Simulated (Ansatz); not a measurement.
AlAs:
```xyz
2
Lattice="0.0000 2.8642 2.8642 2.8642 0.0000 2.8642 2.8642 2.8642 0.0000" Properties=species:S:1:pos:R:3 pbc="T T T"
As     4.2963     4.2963     4.2963
Al     0.0000     0.0000     0.0000
```

Relaxed with PBE. Special points in fractions of this cell's reciprocal vectors: Γ (0.000, 0.000, 0.000); X (0.500, 0.000, 0.500); U (0.625, 0.250, 0.625); K (0.375, 0.375, 0.750); L (0.500, 0.500, 0.500); W (0.500, 0.250, 0.750).

Problem. List the band energies nearest the valence-band maximum at these points for PBE with spin–orbit coupling in the plane-wave PAW code Ansatz.

Solution. In eV from the valence-band maximum; about four levels below and three above (degenerate sets whole), none deeper than 8.9 eV; points with the same levels are listed once.

```json
[
 {"k": "Γ", "below": "0.00 0.00 0.00 0.00", "above": "1.68 1.68 4.12 4.12"},
 {"k": "X", "below": "-2.25 -2.25 -2.12 -2.12", "above": "1.41 1.41 2.20 2.20"},
 {"k": "U", "below": "-3.41 -3.32 -1.83 -1.83", "above": "2.16 2.17 4.77"},
 {"k": "L", "below": "-0.98 -0.98 -0.81 -0.81", "above": "1.92 1.92 4.56 4.56"},
 {"k": "W", "below": "-3.20 -3.08 -2.79 -2.79", "above": "4.21 4.22 5.31"}
]
```

Space group F-43m (zinc blende). Symmetry was held in the PBE relaxation; phonons on a q-mesh show no instability.

Potentials: the later of the program's two PAW sets.
